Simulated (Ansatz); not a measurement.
Total density of states per atom from LDA (plane waves, PAW; program Ansatz), in 0.25 eV bins, energy from the valence-band maximum:

(E (eV), states/eV/atom): (-7.87, 0.50); (-7.62, 0.25); (-7.37, 0.17); (-7.12, 0.14); (-6.87, 0.11); (-6.62, 0.10); (-6.37, 0.09); (-6.12, 0.06); (-5.87, 0.06); (-5.62, 0.23); (-5.37, 0.34); (-5.12, 0.45); (-4.87, 0.43); (-4.62, 0.46); (-4.37, 0.54); (-4.12, 0.58); (-3.87, 0.62); (-3.62, 0.58); (-3.37, 0.59); (-3.12, 0.62); (-2.87, 0.63); (-2.62, 0.60); (-2.37, 0.73); (-2.12, 0.78); (-1.87, 0.64); (-1.62, 0.71); (-1.37, 0.69); (-1.12, 0.57); (-0.87, 0.62); (-0.62, 0.46); (-0.37, 0.10); (-0.12, 0.01); (0.13, 0.00); (0.38, 0.01); (0.63, 0.07); (0.88, 0.25); (1.13, 0.40); (1.38, 0.56); (1.63, 0.52); (1.88, 0.51); (2.13, 0.64); (2.38, 0.70); (2.63, 0.66); (2.88, 0.75); (3.13, 0.74); (3.38, 0.64); (3.63, 0.66); (3.88, 0.52); (4.13, 0.53); (4.38, 0.59); (4.63, 0.64); (4.88, 0.73); (5.13, 0.58)

Problem. Which compound is it?
A) MgO, P6_3/mmc (Mg on 2c, O on 2d)
B) MoSe2, P6_3/mmc (Mo on 2c, Se on 4f)
C) GeSe, Pnma (Ge on 4c, Se on 4c)
D) ZnSe, zinc blende

Solution. C, GeSe, Pnma (Ge on 4c, Se on 4c). Top 1 eV of the valence band: Se 4p 63 %, Ge 4p 17 %, Ge 4s 17 %. Bottom 1 eV of the conduction band: Ge 4p 62 %, Se 4p 19 %, Se 4s 8 %, Ge 4s 7 %. Projections are on Löwdin-orthogonalised atomic valence shells; empty p or d shells of many metals are not among them.

The cell was relaxed with LDA under the symmetry of its start; of distortions, only those at the zone centre were tested. A crystal of weakly bound layers computed without a dispersion correction: the cell and the soft elastic constants depend strongly on that. Scalar-relativistic: spin–orbit coupling is off unless named, which matters more the heavier the elements.

Potentials: the earlier of the program's two PAW sets.
